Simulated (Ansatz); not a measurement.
Data:

ZnCdO2:
```
CELL_PARAMETERS angstrom
      3.31836     0.00000     0.00000
     -1.65918     2.87378     0.00000
      0.00000     0.00000     5.56288
ATOMIC_POSITIONS crystal
  Zn 0.00000 0.00000 0.99673
  Cd 0.66667 0.33333 0.48695
  O  0.66667 0.33333 0.09878
  O  0.00000 0.00000 0.65354
```

This is the LDA-relaxed structure.

All from DFT-LDA in the program Ansatz with PAW potentials, unless another level is named. Estimate the electronic character.

no gap, with almost no states at the Fermi level (zero-gap or semimetallic).

Predict the formation energy from the elements (no fitted shifts).

-1235 meV/atom.

Space group P3m1. The first step of the workflow began from a Materials Project structure, measured or hypothetical; the Crystallography Open Database copy checked does not list it. Its standing as an ambient phase is unchecked. Symmetry was held in the LDA relaxation; of distortions, only those at the zone centre were tested. The references are the lowest solids computed at this level, not always the standard phases (solids in place of the gases). Scalar-relativistic: spin–orbit coupling is off unless named, which matters more the heavier the elements.

Potentials: the later of the program's two PAW sets.
